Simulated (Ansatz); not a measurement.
Ansatz input

```yaml
crystal:
  lattice:
    - [0.0, 2.8958100925, 2.8958100925]
    - [2.8958100925, 0.0, 2.8958100925]
    - [2.8958100925, 2.8958100925, 0.0]
  atoms:
    - { symbol: W, position: [0.125, 0.125, 0.125] }
    - { symbol: W, position: [0.875, 0.875, 0.875] }
hamiltonian:
  xc: r2scan
  pseudopotentials:
    kind: paw
    azcp:
      W: "pseudopotentials/W.paw.azcp"
basis:
  ecutwfc: 500
  fft_grid_basis: typed
kpoints:
  mp_grid: { grid: [15, 15, 15], shift: [0, 0, 0] }
magnetization:
  spin_polarized: false
scf:
  occupations: { method: fermi_dirac, width: 0.1 }
output:
  write_density: true
  write_potential: true
  elf: true
  volumetric_format: npy
```

Output

```
Engine: ansatz 0.2.0, x86_64-unknown-linux-gnu
Pseudopotentials: kind: paw
Pseudopotential: W, paw, valence charge 14, recommended cutoff 500 eV (meta_gga) 
Functional definition: r2SCAN
  parameter k0 = 0.174
  parameter k1 = 0.065
  parameter a1 = 4.9479
  exchange = r2scan_x(k0 = k0, k1 = k1, a1 = a1)
  correlation = r2scan_c
Crystal: 2 atoms, lattice volume = 48.567 Å³
Basis set: ecut = 500 eV, 1243 PW (Γ), exchange–correlation on 120×120×120 points (64 copies of the dense FFT grid, shifted against one another)
Bands: 18, of which v1, the nominal top of the filled ones, is band 14 counted from 1 (13 counted from 0)
Symmetry: 48 space group operations
Space group: Fd-3m (ITA 227), of the structure as read, at distance tolerance 3.6e-5 Å
k-points: 120 of 3375
Non-local potential: W, projectors of the file, l = 0: 3, l = 1: 2, l = 2: 2, l = 3: 1
PAW form: soft (Blöchl's): semilocal exchange-correlation on the pseudo side does not see the compensation charge
PAW frozen core: W, regenerated for the run's functional (the file was generated under x = pbe(κ = 0.804, μ = 0.2195149727645171), c = pbe(β = 0.06672455060314922))
PAW one-centre angular grid: W, 590 points (default); XC on 160 Gauss nodes
Initial density: superposition of atomic densities (neutral atoms: chi_scale 0, normalization atom), corrected by the library's trained network
Initial wavefunctions: pseudopotential atomic-orbital guess
Functional: x = r2scan, c = r2scan; τ floored in thin density (d = 2e-4 eV/Å³)
SCF iter   1: F=—  HF=-20788.936995 eV  |F-HF|=—  |Δ(HF+E_count)|=         —  Δρ=7.51e-3  dr2=2.78e-2  dr2_τ=6.24e-2  ethr=1.77e-3  ⟨swp⟩=5.1  Hψ=10571  notcnv=0
SCF iter   2: F=—  HF=-20788.964755 eV  |F-HF|=—  |Δ(HF+E_count)|=   2.78e-2  Δρ=4.70e-3  dr2=1.12e-2  dr2_τ=2.68e-4  ethr=9.94e-5  ⟨swp⟩=1.2  Hψ=3165  notcnv=0
SCF iter   3: F=—  HF=-20788.963240 eV  |F-HF|=—  |Δ(HF+E_count)|=   1.51e-3  Δρ=8.54e-4  dr2=2.22e-4  dr2_τ=7.16e-5  ethr=3.99e-5  ⟨swp⟩=2.0  Hψ=2906  notcnv=0
SCF iter   4: F=—  HF=-20788.963478 eV  |F-HF|=—  |Δ(HF+E_count)|=   2.38e-4  Δρ=4.47e-4  dr2=8.92e-5  dr2_τ=4.30e-6  ethr=7.94e-7  ⟨swp⟩=2.3  Hψ=3344  notcnv=0
SCF iter   5: F=—  HF=-20788.963558 eV  |F-HF|=—  |Δ(HF+E_count)|=   7.98e-5  Δρ=1.56e-4  dr2=9.05e-6  dr2_τ=2.35e-6  ethr=3.19e-7  ⟨swp⟩=2.0  Hψ=2901  notcnv=0
SCF iter   6: F=—  HF=-20788.963567 eV  |F-HF|=—  |Δ(HF+E_count)|=   9.33e-6  Δρ=3.04e-5  dr2=4.04e-7  dr2_τ=1.82e-8  ethr=3.23e-8  ⟨swp⟩=2.0  Hψ=2943  notcnv=0
SCF iter   7: F=-20788.963567 eV  HF=-20788.963567 eV  |F-HF|=1.57e-8  |Δ(HF+E_count)|=   4.37e-7  Δρ=6.88e-6  dr2=1.55e-8  dr2_τ=2.78e-9  ethr=3.57e-10  ⟨swp⟩=4.1  Hψ=6790  notcnv=0
SCF 1 converged in 7 iterations: F = -20788.963567 eV  dr2 = 1.55e-8
SCF converged after 7 iterations
Free energy (F): -20788.963567 eV
Harris-Foulkes:  -20788.963567 eV  (|F-HF|=1.57e-8)
Internal energy: -20788.872395 eV  (E = F + TS)
E sigma→0 (E₀):  -20788.917981 eV
Entropy (-TS):   -0.091172 eV (-45.586 meV/atom)
Fermi energy:    12.600565 eV
--- Per-component energies (eV) ---
  E_band       = -429.587970
  E_kinetic    = 895.528839
  E_local      = -2197.012041  (includes V_loc(G=0)·N_el)
  E_nonlocal   = 13.106504
  E_hartree    = 805.750145
  E_xc         = -492.025130
  E_vxc        = -511.976665  (∫ρ·V_xc dr)
  E_paw        = -17187.989200  (= ΣΔE_a)
  E_vpaw       = -267.856422  (= ΣTr[D̂ρ^β])
  E_aug_tail   = -0.000102  (compensation charges beyond the density's cutoff)
  E_vtau       = 27.117623  (kinetic-family band-sum trace: ∫τ·v_τ [+ j·A + Jᵃ·Aᵃ] dr)
  E_ewald      = -2625.055512
  E_core_change = -1.175898  (= ΣΔE_core)
  E_smearing   = -0.091172  (= −TS)
  E_closure    = 0.000000  (closes the sum)
  Σ components = -20788.963567   (vs F -20788.963567, Δ=0.00e0)
--- Band table (eV; the first three rows and the last of 120) ---
  k-point 0: bands = ["-62.2697", "-61.8951", "-26.3228", "-26.3228", "-26.3228", "-25.2941", "-25.2941", "-25.2941", "6.1804", "10.6582", "10.6582", "11.3850", "11.3850", "11.3850", "14.2677", "14.2677", "14.2677", "18.3224"]
  k-point 1: bands = ["-62.2667", "-61.8983", "-26.3282", "-26.3282", "-26.3220", "-25.2955", "-25.2883", "-25.2883", "6.2632", "10.5975", "10.5975", "11.3721", "11.4855", "11.4855", "14.1257", "14.2535", "14.2535", "18.3054"]
  k-point 2: bands = ["-62.2579", "-61.9074", "-26.3431", "-26.3431", "-26.3196", "-25.2994", "-25.2723", "-25.2723", "6.5064", "10.4945", "10.4945", "11.3385", "11.6871", "11.6871", "13.7458", "14.2340", "14.2340", "18.2509"]
  k-point 119: bands = ["-62.0972", "-62.0710", "-26.5596", "-26.5405", "-25.8695", "-25.7616", "-25.0642", "-25.0468", "9.6079", "9.7071", "10.7009", "10.9589", "12.3038", "12.8891", "12.9001", "12.9953", "16.9047", "17.2963"]
```

Launched by

```sh
ansatz run input.yaml --threads 1 --pin off --max-ram 3584MiB --backend cpu --events-out ev --progress --plain --runs-dir out
```

On 1 thread of Intel(R) Xeon(R) Platinum 8259CL CPU @ 2.50GHz (Skylake/Cascade Lake) (shared host) this took about 14 s of wall time and 14 s of CPU time.
